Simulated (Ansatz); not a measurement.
LaSiRu:
Space group P4/nmm, origin choice 1 (No. 129); a = 4.2451 Å, b = 4.2451 Å, c = 7.2040 Å, α = 90.00°, β = 90.00°, γ = 90.00°

```tsv
atom	site	symmetry	x	y	z
Si	2c	4mm	0.5000	0.0000	0.1624
La	2c	4mm	0.0000	0.5000	0.3129
Ru	2a	-4m2	0.0000	0.0000	0.0000
```

Relaxed with r²SCAN.

Problem. Tabulate the valence density and the electron localisation function along the shortest Si–La contact (3.19 Å), r²SCAN in the plane-wave PAW code Ansatz.

Solution. 

```csv
distance from Si (Å),density (e/Å³),ELF
0.32,0.13,0.26
0.48,0.24,0.28
0.64,0.34,0.45
0.80,0.37,0.61
0.96,0.34,0.66
1.12,0.28,0.63
1.28,0.22,0.50
1.44,0.18,0.30
1.60,0.16,0.14
1.76,0.18,0.11
1.91,0.28,0.21
2.07,0.49,0.51
2.23,0.87,0.75
2.39,1.32,0.81
2.55,1.61,0.75
2.71,1.60,0.52
2.87,1.44,0.15
```

The density is the valence pseudo-density with augmentation charge, so density and ELF within about 1 Å of a nucleus are not all-electron values.

The workflow started from an entry of the Crystallography Open Database (COD). Its standing as an ambient phase is unchecked. Symmetry was held in the r²SCAN relaxation; whether a distortion lowers the energy is not shown. No spin polarisation was allowed. Spin–orbit coupling is left out wherever it is not named.

Potentials: the later of the program's two PAW sets.
